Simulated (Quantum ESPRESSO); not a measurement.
```cif
data_AgInTe2
_chemical_formula_sum 'Ag1 In1 Te2'
_space_group_name_H-M_alt 'P 1'
_space_group_IT_number 1
_cell_length_a 4.56312
_cell_length_b 4.56312
_cell_length_c 6.53947
_cell_angle_alpha 90.000
_cell_angle_beta 90.000
_cell_angle_gamma 90.000
loop_
_space_group_symop_operation_xyz
  'x, y, z'
loop_
_atom_site_label
_atom_site_type_symbol
_atom_site_fract_x
_atom_site_fract_y
_atom_site_fract_z
_atom_site_occupancy
Ag1 Ag 0.00000 0.00000 0.00000 1
In1 In 0.50000 0.50000 0.50000 1
Te1 Te 0.00000 0.50000 0.24329 1
Te2 Te 0.50000 0.00000 0.75671 1
```

The geometry is that of Materials Project entry mp-1223798, symmetrised and not relaxed again.

### Question
What does PBEsol (Quantum ESPRESSO, PseudoDojo norm-conserving, 82 Ry, without SOC) give for the electronic structure near the Fermi level?

### Answer
At this level the gap is closed or nearly so: along the path the highest valence and lowest conduction bands touch, or overlap by less than 0.6 eV, a zero-gap or semimetallic result; the valence top lies at Γ, the conduction bottom at Γ. Semilocal functionals close the gaps of some narrow-gap semiconductors, so this alone doesn't show that the compound has none. Spin-orbit coupling is left out, which matters for elements this heavy: edges can move by tenths of an eV.

The structure is a Materials Project entry; no match was found in the copy of COD used, and its stability was not checked.
